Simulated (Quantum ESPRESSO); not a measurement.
# W5LiReAu: one run as intended and one with a planted mistake

A calculation, not a measurement. The program is pw.x of Quantum ESPRESSO 7.5 (plane-wave density functional theory). The cell is made up: eight metal atoms on a hexagonal close-packed lattice, with elements, volume, strain and displacements drawn at random and not relaxed, so it may be unstable or far from any real phase. PseudoDojo standard norm-conserving files set the functional (PBE unless stated); there is no spin polarisation or spin-orbit coupling, the Fermi-Dirac width of 0.25 eV means electrons at about 2900 K, and the masses in the input are unused placeholders. Heavy elements are run without spin-orbit coupling, which real alloys of them have. A spin test at this wide smearing found no moment, but such smearing suppresses magnetism that the real alloy may have.

Intended input:

```
&control calculation='scf', pseudo_dir='./dojo.nc.sr.pbe.v0_5.standard.upf', outdir='./o', disk_io='minimal', tprnfor=.true., tstress=.true. /
&system ibrav=0, nat=8, ntyp=4, nbnd=70, ecutwfc=84.00895049, nosym=.true., tot_charge=0,
 occupations='smearing', smearing='fd', degauss=0.0183746611
/
&electrons conv_thr=1.470e-08, electron_maxstep=70, mixing_beta=0.5 /
ATOMIC_SPECIES
Au 1.0 Au.upf
Li 1.0 Li.upf
Re 1.0 Re.upf
W 1.0 W.upf
CELL_PARAMETERS angstrom
-2.9893 0.0138 -0.02
-0.024 5.0422 -0.0122
1.4427 -2.5055 -9.297
ATOMIC_POSITIONS angstrom
W -0.0298 0.0006 -0.101
W -0.0207 1.6402 -2.3496
Li -0.0038 0.0366 -4.6462
W -0.0084 1.661 -7.0024
W -1.5547 2.575 0.0321
Re -1.5179 4.2631 -2.3742
W -1.4943 2.5201 -4.6727
Au -1.5315 -0.9306 -6.9304
K_POINTS automatic
8 5 3 1 1 1
```

The log is shortened where brackets say so; the opening notice, blank lines, dates and the lines on written files are dropped, and the path of the files is cut. It prints rydbergs, bohrs and kilobars, and counts compression as positive stress. Its total energy is the free energy E - TS of the whole cell.

Log of the intended run:

```
     Program PWSCF v.7.5
     Parallel version (MPI & OpenMP), running on       4 processor cores
     Number of MPI processes:                 4
     Threads/MPI process:                     1
     [start-up lines left out]
     bravais-lattice index     =            0
     lattice parameter (alat)  =       5.6491  a.u.
     unit-cell volume          =     947.2148 (a.u.)^3
     number of atoms/cell      =            8
     number of atomic types    =            4
     number of electrons       =       107.00
     number of Kohn-Sham states=           70
     kinetic-energy cutoff     =      84.0090  Ry
     charge density cutoff     =     336.0358  Ry
     scf convergence threshold =      1.5E-08
     mixing beta               =       0.5000
     number of iterations used =            8  plain     mixing
     Exchange-correlation= PBE
                           (   1   4   3   4   0   0   0)
     [axes and pseudopotential details left out]
   Cartesian axes
     site n.     atom                  positions (alat units)
         1        W      tau(   1) = (  -0.0099686   0.0002007  -0.0337861  )
         2        W      tau(   2) = (  -0.0069245   0.5486722  -0.7859774  )
         3        Li     tau(   3) = (  -0.0012712   0.0122433  -1.5542256  )
         4        W      tau(   4) = (  -0.0028099   0.5556301  -2.3424108  )
         5        W      tau(   5) = (  -0.5200711   0.8613772   0.0107379  )
         6        Re     tau(   6) = (  -0.5077610   1.4260727  -0.7942065  )
         7        W      tau(   7) = (  -0.4998664   0.8430123  -1.5630902  )
         8        Au     tau(   8) = (  -0.5123104  -0.3113001  -2.3183257  )
     number of k points=    60  Fermi-Dirac smearing, width (Ry)=  0.0184
                       cart. coord. in units 2pi/alat
        k(    1) = (  -0.0617020   0.0588027  -0.0790127), wk =   0.0333333
        k(    2) = (  -0.0631314   0.0593137   0.1349908), wk =   0.0333333
     [further k points left out]
     Dense  grid:    98567 G-vectors     FFT dimensions: (  36,  60, 108)
     Estimated max dynamical RAM per process >     386.67 MB
     Estimated total dynamical RAM >       1.44 GB
     Initial potential from superposition of free atoms
     starting charge     106.9924, renormalised to     107.0000
     Starting wfcs are   72 randomized atomic wfcs
     total cpu time spent up to now is        6.2 secs
     per-process dynamical memory:   304.6 Mb
     Self-consistent Calculation
     iteration #  1     ecut=    84.01 Ry     beta= 0.50
     Davidson diagonalization with overlap
     ethr =  1.00E-02,  avg # of iterations =  3.6
     total cpu time spent up to now is       22.4 secs
     total energy              =   -1240.41326292 Ry
     estimated scf accuracy    <       3.54009294 Ry
     iteration #  2     ecut=    84.01 Ry     beta= 0.50
     Davidson diagonalization with overlap
     ethr =  3.31E-03,  avg # of iterations =  4.3
     total cpu time spent up to now is       40.5 secs
     total energy              =   -1236.52520208 Ry
     estimated scf accuracy    <     118.64691155 Ry
     [iterations 3 to 18 left out]
     iteration # 19     ecut=    84.01 Ry     beta= 0.50
     Davidson diagonalization with overlap
     ethr =  7.50E-11,  avg # of iterations =  1.1
     total cpu time spent up to now is      270.8 secs
     total energy              =   -1242.63952903 Ry
     estimated scf accuracy    <       0.00000005 Ry
     iteration # 20     ecut=    84.01 Ry     beta= 0.50
     Davidson diagonalization with overlap
     ethr =  4.54E-11,  avg # of iterations =  1.0
     total cpu time spent up to now is      282.5 secs
     End of self-consistent calculation
     [lines on levels left out]
!    total energy              =   -1242.63952903 Ry
     estimated scf accuracy    <          4.1E-09 Ry
     smearing contrib. (-TS)   =      -0.12974485 Ry
     internal energy E=F+TS    =   -1242.50978418 Ry
     The total energy is F=E-TS. E is the sum of the following terms:
     one-electron contribution =    -336.03177923 Ry
     hartree contribution      =     212.96355326 Ry
     xc contribution           =    -254.80719593 Ry
     ewald contribution        =    -864.63436228 Ry
     convergence has been achieved in  20 iterations
     Forces acting on atoms (cartesian axes, Ry/au):
     atom    1 type  4   force =    -0.00007337   -0.01000321    0.01718442
     atom    2 type  4   force =    -0.00019389    0.01554397   -0.01270719
     atom    3 type  2   force =     0.00063777   -0.01190209   -0.00986105
     atom    4 type  4   force =    -0.00110998   -0.00182275   -0.01775742
     atom    5 type  4   force =     0.00239631    0.00247599   -0.01131839
     atom    6 type  3   force =    -0.00144421   -0.01708560    0.00493938
     atom    7 type  4   force =     0.00131137   -0.01550984    0.03949359
     atom    8 type  1   force =    -0.00152401    0.03830353   -0.00997335
     Total force =     0.072021     Total SCF correction =     0.000264
     Computing stress (Cartesian axis) and pressure
          total   stress  (Ry/bohr**3)                   (kbar)     P=     -179.41
  -0.00146059   0.00004739  -0.00001132         -214.86        6.97       -1.67
   0.00004739  -0.00109983  -0.00015605            6.97     -161.79      -22.96
  -0.00001132  -0.00015605  -0.00109844           -1.67      -22.96     -161.59
     init_run     :      5.72s CPU      5.97s WALL (       1 calls)
     electrons    :    269.97s CPU    276.34s WALL (       1 calls)
     forces       :      2.74s CPU      2.74s WALL (       1 calls)
     stress       :      9.75s CPU      9.75s WALL (       1 calls)
     [timing details left out]
     PWSCF        :   4m48.45s CPU   4m55.10s WALL
     JOB DONE.
```

A second run has one planted mistake: one coordinate of one atom is wrong. The input lines that differ:

```
- W -0.0084 1.661 -7.0024
+ W -0.0084 1.661 -7.1924
```

Its log:

```
     Program PWSCF v.7.5
     Parallel version (MPI & OpenMP), running on       4 processor cores
     Number of MPI processes:                 4
     Threads/MPI process:                     1
     [start-up lines left out]
     bravais-lattice index     =            0
     lattice parameter (alat)  =       5.6491  a.u.
     unit-cell volume          =     947.2148 (a.u.)^3
     number of atoms/cell      =            8
     number of atomic types    =            4
     number of electrons       =       107.00
     number of Kohn-Sham states=           70
     kinetic-energy cutoff     =      84.0090  Ry
     charge density cutoff     =     336.0358  Ry
     scf convergence threshold =      1.5E-08
     mixing beta               =       0.5000
     number of iterations used =            8  plain     mixing
     Exchange-correlation= PBE
                           (   1   4   3   4   0   0   0)
     [axes and pseudopotential details left out]
   Cartesian axes
     site n.     atom                  positions (alat units)
         1        W      tau(   1) = (  -0.0099686   0.0002007  -0.0337861  )
         2        W      tau(   2) = (  -0.0069245   0.5486722  -0.7859774  )
         3        Li     tau(   3) = (  -0.0012712   0.0122433  -1.5542256  )
         4        W      tau(   4) = (  -0.0028099   0.5556301  -2.4059688  )
         5        W      tau(   5) = (  -0.5200711   0.8613772   0.0107379  )
         6        Re     tau(   6) = (  -0.5077610   1.4260727  -0.7942065  )
         7        W      tau(   7) = (  -0.4998664   0.8430123  -1.5630902  )
         8        Au     tau(   8) = (  -0.5123104  -0.3113001  -2.3183257  )
     number of k points=    60  Fermi-Dirac smearing, width (Ry)=  0.0184
                       cart. coord. in units 2pi/alat
        k(    1) = (  -0.0617020   0.0588027  -0.0790127), wk =   0.0333333
        k(    2) = (  -0.0631314   0.0593137   0.1349908), wk =   0.0333333
     [further k points left out]
     Dense  grid:    98567 G-vectors     FFT dimensions: (  36,  60, 108)
     Estimated max dynamical RAM per process >     386.67 MB
     Estimated total dynamical RAM >       1.44 GB
     Initial potential from superposition of free atoms
     starting charge     106.9924, renormalised to     107.0000
     Starting wfcs are   72 randomized atomic wfcs
     total cpu time spent up to now is        5.7 secs
     per-process dynamical memory:   304.6 Mb
     Self-consistent Calculation
     iteration #  1     ecut=    84.01 Ry     beta= 0.50
     Davidson diagonalization with overlap
     ethr =  1.00E-02,  avg # of iterations =  3.6
     total cpu time spent up to now is       20.9 secs
     total energy              =   -1240.49486899 Ry
     estimated scf accuracy    <       3.43157883 Ry
     iteration #  2     ecut=    84.01 Ry     beta= 0.50
     Davidson diagonalization with overlap
     ethr =  3.21E-03,  avg # of iterations =  4.2
     total cpu time spent up to now is       38.6 secs
     total energy              =   -1236.66220333 Ry
     estimated scf accuracy    <     112.68889570 Ry
     [iterations 3 to 18 left out]
     iteration # 19     ecut=    84.01 Ry     beta= 0.50
     Davidson diagonalization with overlap
     ethr =  4.52E-11,  avg # of iterations =  1.9
     total cpu time spent up to now is      260.0 secs
     total energy              =   -1242.63912197 Ry
     estimated scf accuracy    <       0.00000003 Ry
     iteration # 20     ecut=    84.01 Ry     beta= 0.50
     Davidson diagonalization with overlap
     ethr =  2.66E-11,  avg # of iterations =  1.0
     total cpu time spent up to now is      271.1 secs
     End of self-consistent calculation
     [lines on levels left out]
!    total energy              =   -1242.63912198 Ry
     estimated scf accuracy    <          5.2E-10 Ry
     smearing contrib. (-TS)   =      -0.12768522 Ry
     internal energy E=F+TS    =   -1242.51143676 Ry
     The total energy is F=E-TS. E is the sum of the following terms:
     one-electron contribution =    -347.96792665 Ry
     hartree contribution      =     218.97342865 Ry
     xc contribution           =    -254.86587661 Ry
     ewald contribution        =    -858.65106214 Ry
     convergence has been achieved in  20 iterations
     Forces acting on atoms (cartesian axes, Ry/au):
     atom    1 type  4   force =     0.00026516   -0.00807212    0.00849072
     atom    2 type  4   force =    -0.00053162    0.01581003   -0.02048513
     atom    3 type  2   force =     0.00054887   -0.00927319   -0.01424257
     atom    4 type  4   force =     0.00034071    0.00538533    0.02281414
     atom    5 type  4   force =     0.00143944   -0.01078141   -0.03078404
     atom    6 type  3   force =    -0.00148362   -0.01889333   -0.00062103
     atom    7 type  4   force =     0.00156787   -0.00971845    0.04082927
     atom    8 type  1   force =    -0.00214681    0.03554313   -0.00600136
     Total force =     0.078354     Total SCF correction =     0.000133
     Computing stress (Cartesian axis) and pressure
          total   stress  (Ry/bohr**3)                   (kbar)     P=     -166.03
  -0.00136634   0.00005571  -0.00000825         -201.00        8.20       -1.21
   0.00005571  -0.00103110  -0.00006825            8.20     -151.68      -10.04
  -0.00000825  -0.00006825  -0.00098855           -1.21      -10.04     -145.42
     init_run     :      5.32s CPU      5.62s WALL (       1 calls)
     electrons    :    264.23s CPU    265.41s WALL (       1 calls)
     forces       :      2.64s CPU      2.66s WALL (       1 calls)
     stress       :      9.07s CPU      9.30s WALL (       1 calls)
     [timing details left out]
     PWSCF        :   4m41.37s CPU   4m43.12s WALL
     JOB DONE.
```

```
                                            intended run  run with the mistake
                          free energy (eV)    -16906.972            -16906.967
         entropy term -TS, part of it (eV)        -1.765                -1.737
                            pressure (GPa)        -17.94                -16.60
size of the largest force component (eV/Å)         1.015                 1.050
largest change of a force component (eV/Å)                               1.043
                                iterations            20                    20
```

For scale, a rerun of the intended cell at a higher cutoff and on a denser mesh moved values by no more than 0.004 eV in energy, 0.03 GPa in stress and 0.006 eV/Å in force, and a second program with other atomic files agreed on that cell to 2 % rms in force and 0.5 GPa in pressure.